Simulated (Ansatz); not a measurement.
## Frozen-phonon scan for Cd (hcp, Mg type)

Relaxed Cd (hcp, Mg type):

```
CELL_PARAMETERS angstrom
      5.92413     0.00000     0.00000
     -1.48103     2.56522     0.00000
      0.00000     0.00000     5.80108
ATOMIC_POSITIONS crystal
  Cd 0.16667 0.66667 0.75000
  Cd 0.66667 0.66667 0.75000
  Cd 0.33333 0.33333 0.25000
  Cd 0.83333 0.33333 0.25000
```

The atoms are displaced by Q × the pattern below (from a DFPT mode at M = (0.5, 0.0, 0.0), largest move 1; Q in Å), at fixed cell. (q is in reciprocal vectors of the primitive cell; the cell shown is doubled to hold the pattern.)

```
atom       x       y      z
----  ------  ------  -----
Cd1    0.500  -0.866  0.000
Cd2   -0.500   0.866  0.000
Cd3   -0.500   0.866  0.000
Cd4    0.500  -0.866  0.000
```

Level of theory: r2SCAN (plane waves to 500 eV, PAW, scalar-relativistic; Ansatz, a program for electronic structure). k mesh 9×18×8 (Γ-centred), Fermi-Dirac smearing 0.05 eV. Energies are smeared free energies. Stress and pressure are positive under compression. With partly filled bands, energies and forces of such displacements shift with the k mesh and the smearing. Cd was relaxed with its symmetry unable to fall. The PAW data are Ansatz's earlier set. The zero of ΔE is the undisplaced structure.

```tsv
Q (Å)	ΔE (meV/cell)	P (GPa)	−dE/dQ from forces (eV/Å)
-0.180	154	1.3	1.637
-0.150	109	0.9	1.403
-0.120	70	0.6	1.149
-0.090	40	0.3	0.878
-0.060	18	0.2	0.593
-0.030	4	0.0	0.299
0.000	0	0.0	0.000
0.030	4	0.0	-0.299
0.060	18	0.2	-0.593
0.090	40	0.3	-0.878
0.120	70	0.6	-1.149
0.150	109	0.9	-1.403
0.180	154	1.3	-1.637
```

Derived quantities:

The energy at Q = 0.180 Å is 154 meV/cell. Space group of the distorted cell: Pbcm (No. 57), lowered from P6_3/mmc. Symmetry of the curve: even: the same for both signs. Shape of the curve: a single well with its minimum at or next to zero displacement. Harmonic wavenumber from the curvature (finite differences): 78 cm⁻¹. Wavenumber by perturbation theory (DFPT, on another k mesh): 78 cm⁻¹.

(For displaced atoms, the force is minus the slope of the energy, and its curvature is a force constant, which sets phonon frequencies.)
